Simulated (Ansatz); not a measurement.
Input and command of a plane-wave DFT calculation in Ansatz:

```yaml
crystal:
  lattice:
    - [4.5360777724, 0.0, 0.0]
    - [0.0, 4.5360777724, 0.0]
    - [0.0, 0.0, 4.5360777724]
  atoms:
    - { symbol: Ti, position: [0.5, 0.5, 0.5] }
    - { symbol: As, position: [0.0, 0.0, 0.0] }
    - { symbol: S, position: [0.0, 0.5, 0.5] }
    - { symbol: S, position: [0.5, 0.0, 0.5] }
    - { symbol: S, position: [0.5, 0.5, 0.0] }
basis:
  ecutwfc: 420
kpoints:
  mp_grid: { grid: [4, 4, 4] }
hamiltonian:
  xc: pbe
scf:
  occupations: { method: gaussian, width: 0.1 }
  lower_state_search: "off"
output:
  forces: true
  stress: true
  eigenvalues: true
relax:
  adjacent_minimum: "off"
  f_tol: 0.04
  max_steps: 70
  cell: { stress_tol: 0.4 }
```

```bash
ansatz run input.yaml --threads 1 --pin off --max-ram 2560MiB --backend cpu --events-out ev --progress --plain --runs-dir out
```

Processor: Arm Neoverse V1, 1 thread, on a host shared with other jobs.

How long does it run, and how much memory does it take?

About 9.8 s on 1 thread of Arm Neoverse V1, with other jobs on the host, peak memory 0.36 GiB. It solves 28 bands at 10 k points (the mesh reduced by symmetry) with about 1935 plane waves (on the last cell), in 28 SCF iterations over 4 ionic steps.
